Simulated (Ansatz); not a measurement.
Au (fcc, Cu type)

```
Au
1.0
    0.00000     2.04172     2.04172
    2.04172     0.00000     2.04172
    2.04172     2.04172     0.00000
Au
1
Direct
  0.00000   0.00000   0.00000
```

The slice is a {111} plane (indices of the conventional cell) through the point (0.000, 0.000, 0.000) (fractional), spanned by u = [100] and v = [-1 2 0] in vectors of this cell: u (2.89 Å) and v (5.00 Å, at 90° to u). It covers one period; positions are fractions (u, v).

Calculation: PBEsol (plane waves to 420 eV, PAW, scalar-relativistic; Ansatz, an electronic-structure program). k mesh 20×20×20. Near the nuclei the fields are pseudised (PAW); where an atom keeps semicore shells as valence, they peak there. Au was relaxed with its symmetry unable to fall. Spin-orbit coupling is left out, though Au is heavy.

Q: What is the ELF at the midpoint of the shortest Au–Au line in this plane (2.89 Å)?

A: 0.21.

Q: What is the valence density on the shortest Au–Au line in this plane (2.89 Å), at its midpoint?

A: 0.29 e/Å³.

Q: Sketch the electron localisation function (ELF) on this plane as a map.

A: 
```
|xxxxxx@@%%**==..      ..==**%%@@xxxx|
|xxxxxx@@%%++--..      ..--++%%@@xxxx|
|xxxx@@%%**==::..      ..::==**%%@@xx|
|%%%%%%##++--..          ..--++##%%%%|
|##****++--::..          ..::--++****|
|====--::....              ....::--==|
|::::....                      ....::|
|                                    |
|            ....::::::....          |
|        ....::--======--::....      |
|      ..::--++****##****++--::..    |
|      ..--++##%%%%%%%%%%##++--..    |
|    ..::==**%%@@xxxxxx@@%%**==::..  |
|    ..--++%%@@xxxxxxxxxx@@%%++--..  |
|    ..==**%%@@xxxxxxxxxx@@%%**==..  |
|    ..==**%%xxxxxxxxxxxxxx%%**==..  |
|    ..==**%%@@xxxxxxxxxx@@%%**==..  |
|    ..--++%%@@xxxxxxxxxx@@%%++--..  |
|    ..::==**%%@@xxxxxx@@%%**==::..  |
|      ..--++##%%%%%%%%%%##++--..    |
|      ..::--++****##****++--::..    |
|        ....::--======--::....      |
|            ....::::::....          |
|                                    |
|::::....                      ....::|
|====--::....              ....::--==|
|##****++--::..          ..::--++****|
|%%%%%%##++--..          ..--++##%%%%|
|xxxx@@%%**==::..      ..::==**%%@@xx|
|xxxxxx@@%%++--..      ..--++%%@@xxxx|
|xxxxxx@@%%**==..      ..==**%%@@xxxx|
|xxxxxxxx%%**==..      ..==**%%xxxxxx|
```
Scale: ten equal steps from 0.19 (start of ' ') to 0.59 (end of '@'), in the order ' .:-=+*#%@'. Values: electron localisation function (ELF). The map has 18 points along u (two characters each, u = 0 at the left) and 32 along v (v = 0 in the bottom row). Points within 0.5 Å of a nucleus are blanked (x), as the pseudised field means little there.
